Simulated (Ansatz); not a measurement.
**Fe2C2N3F5 — electric field gradients**

The cell is a COD entry whose atoms were relaxed with PBE, the cell held.

```
Fe C N F
1.0
    -3.74560    4.57915    4.73035
     3.74560   -4.57915    4.73035
     3.74560    4.57915   -4.73035
Fe C N F
4 4 6 10
Cartesian
  0.0000 0.0000 0.0000
  0.0000 4.5792 0.0000
  1.8728 2.2896 -2.3652
  1.8728 -2.2896 2.3652
  0.0000 1.2892 2.6814
  0.0000 3.2900 2.6814
  3.7456 1.2892 2.0489
  3.7456 3.2900 2.0489
  0.0000 1.5688 1.3886
  0.0000 3.0103 1.3886
  3.7456 1.5688 3.3417
  3.7456 3.0103 3.3417
  0.0000 2.2896 3.5401
  3.7456 2.2896 1.1903
  3.7456 2.2896 -1.7803
  0.0000 2.2896 6.5106
  6.0835 -0.8979 1.0588
  1.4077 5.4770 1.0588
  1.4077 3.6813 -1.0588
  2.3379 5.4770 3.6715
  -2.3379 5.4770 3.6715
  2.3379 -0.8979 3.6715
  2.3379 0.8979 5.7892
  1.4077 -0.8979 1.0588
```

Sites (sets of like atoms) are named by element and the number of their first atom in this list.

Computed with Ansatz: DFT, PBE+U (U = 5.0 eV on Fe d), plane waves and PAW, scalar-relativistic, collinear spin, 420 eV cutoff, Γ-centred 4×4×4 k-points, Fermi–Dirac smearing 0.02 eV. Start moments as typed (μB): 5 -5 5 -5 0 0 0 0 0 0 0 0 0 0 0 0 0 0 0 0 0 0 0 0 by atom. The program fits them to the shells of the files, so those used differ somewhat.

Conventions: |V_zz| ≥ |V_yy| ≥ |V_xx|, η = (V_xx − V_yy)/V_zz, C_Q = eQV_zz/h. ν_Q = 3|C_Q|/[2I(2I − 1)].

N-14: I = 1, Q = 20.44 mb. Nuclear quadrupole moments: year-2017 set (Pyykkö).

Problem. Which values are expected at the nuclei?

Solution. 

```csv
site,atoms (order as listed),first shell,C_Q (MHz),η,ν_Q (MHz)
N9,"9, 10, 11, 12","1 C at 1.32 Å, 1 N at 1.44 Å, 1 Fe at 2.10 Å; also 1 C at 2.15 Å, 1 Fe at 3.32 Å",4.15,0.03,6.23
N13,"13, 14","2 C at 1.32 Å, angle 99°",-3.52,0.52,5.29
```

Fe, C, F have no stable isotope with a ground-state quadrupole moment in the table, so these sites are left out.

The largest force is 1.0 eV/Å, so the atoms aren't at the calculated equilibrium and relaxing them would move these values. Runs of this kind can end above the lowest electronic state. The electronic state that the run reached has lower symmetry than the atoms (orbital or charge order), so like atoms can differ and cubic sites can carry a gradient. The database positions were far from equilibrium, so the relaxed structure may not be the compound's real one. The magnetic order is the one that the run reached from its start moments, not necessarily the measured one; the program found signs of a lower order.

Hardware: 2 threads of Intel Xeon Processor @ 2.50GHz (Skylake/Cascade Lake) (x86_64; 62 cores open to the job, memory cap 5.0 GiB, no GPU), a shared host with a load of 0.8 a core. Wall time 7.3 min, CPU time 14 min, peak memory 2.7 GiB.
